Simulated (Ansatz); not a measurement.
VO2, first-principles data

VO2:
```
CELL_PARAMETERS angstrom
     -4.17161     4.17161     1.88242
      4.17161    -4.17161     1.88242
      4.17161     4.17161    -1.88242
ATOMIC_POSITIONS crystal
  V  0.70357 0.00000 0.70357
  V  0.29643 0.00000 0.29643
  V  0.00000 0.29643 0.29643
  V  0.00000 0.70357 0.70357
  O  0.84645 0.50000 0.34645
  O  0.15355 0.50000 0.65355
  O  0.50000 0.15355 0.65355
  O  0.50000 0.84645 0.34645
  O  0.15748 0.84252 0.00000
  O  0.84252 0.15748 0.00000
  O  0.84252 0.84252 0.68504
  O  0.15748 0.15748 0.31496
```
The run is spin-polarised; directions of the spins, atom by atom: ↑ ↑ ↑ ↑ 0 0 0 0 0 0 0 0.

Space group I4/mmm (No. 139); conventional cell a = b = 8.3432 Å, c = 3.7648 Å, α = β = γ = 90.00°.

Method: the program Ansatz at the PBEsol level (PAW). Geometry: relaxed at this level of theory. Other levels are named where they apply.

### Cell and energy

| Quantity | Value |
|---|---|
| Volume per atom | 10.92 Å³ |
| Density | 4.20 g/cm³ |
| Formation energy from the elements (no fitted shifts) | -2.38 eV/atom |

### Electronic structure

| Property | Result |
|---|---|
| Electronic character | metallic (no gap) |
| Density of states at the Fermi level | 0.49 states/eV per atom (mean over ±0.08 eV) |

### Magnetism

| Property | Value |
|---|---|
| Magnetic order | ferromagnetic |
| Net moment | 0.30 μB per atom |

### Mechanics

| Property | Value |
|---|---|
| Bulk modulus (Birch–Murnaghan fit) | 200 GPa |
| Pressure derivative B′ | 4.1 |

The workflow started from a Materials Project entry (that database holds measured and hypothetical structures alike); the Crystallography Open Database copy checked does not list it. COD files the formula under space group No. 10, 12, 14, 136. Its standing as an ambient phase is unchecked. The PBEsol relaxation kept the symmetry of its start; whether a distortion lowers the energy is not shown. Magnetic state: ferromagnetic, chosen from 3 collinear starts compared on coarse meshes (ties went to the first, and starts can fall back to one state), not a proven ground state. No Hubbard U is applied. The compound may be a true metal, but semilocal functionals without U, or a wrong spin order, can also close a gap. Point labels and valley counts follow the cell and symmetry of the run, lower than the named group. The references are the lowest solids computed at this level, not always the standard phases (solids in place of the gases).

Potentials: the earlier of the program's two PAW sets. The files were generated under PBE; for other functionals the program regenerates the frozen cores, and for LDA and PBEsol the local potential too.
